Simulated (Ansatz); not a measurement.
BIr: computed property card

BIr:
```yaml
crystal:
  lattice:
    - [3.03347, 0.00000, 0.00000]
    - [-1.51673, 2.62706, 0.00000]
    - [0.00000, 0.00000, 2.69903]
  atoms:
    - { symbol: B, position: [0.00000, 0.00000, 0.50000] }
    - { symbol: Ir, position: [0.66667, 0.33333, 0.00000] }
```

Space group P-6m2 (No. 187); conventional cell a = 3.0335 Å, b = 3.0335 Å, c = 2.6990 Å, α = 90.00°, β = 90.00°, γ = 120.00°.

Method: plane-wave PAW r²SCAN (Ansatz code). Structure relaxed to zero pressure with the same functional. Other levels are named where they apply.

**Cell and energy**

- Volume per atom = 10.75 Å³
- Density = 15.67 g/cm³
- Formation energy from the elements (no fitted shifts) = -0.21 eV/atom

**Electronic structure**

- Electronic character: metallic (no gap)
- Density of states at the Fermi level: 0.41 states/eV per atom (mean over ±0.08 eV)
- Gap with spin–orbit coupling: none (metallic)

**Mechanics**

Bulk modulus (Birch–Murnaghan fit): 3160 kbar
Pressure derivative B′: 4.6
Elastic constants (relaxed ions, GPa): C11 = 330, C12 = 361, C13 = 196, C33 = 809, C44 = 126
Mechanical stability: unstable (C has a negative eigenvalue)

**Phonons**

- Highest zone-centre frequency: 556 cm⁻¹
- Zone-centre stability: no imaginary mode at Γ

**Charges**

Bader charges: B +0.28, Ir -0.28 e

The first step of the workflow began from a Materials Project structure, measured or hypothetical; the Crystallography Open Database copy checked does not list it. Whether it is the stable phase at ambient conditions was not checked. Symmetry was held in the r²SCAN relaxation. No spin polarisation was allowed. As this level gives no gap, shear constants depend on the k-mesh and smearing (Fermi–Dirac, 0.1 eV here). As this level gives no gap, phonon frequencies hold no LO–TO term and depend on the k-mesh and smearing (Fermi–Dirac, 0.1 eV here). On the denser mesh and wider smearing of the elastic run this cell carries a stress of 0.6 GPa. The references are the lowest solids computed at this level, not always the standard phases. Spin–orbit coupling is left out wherever it is not named.

Potentials: the later of the program's two PAW sets.
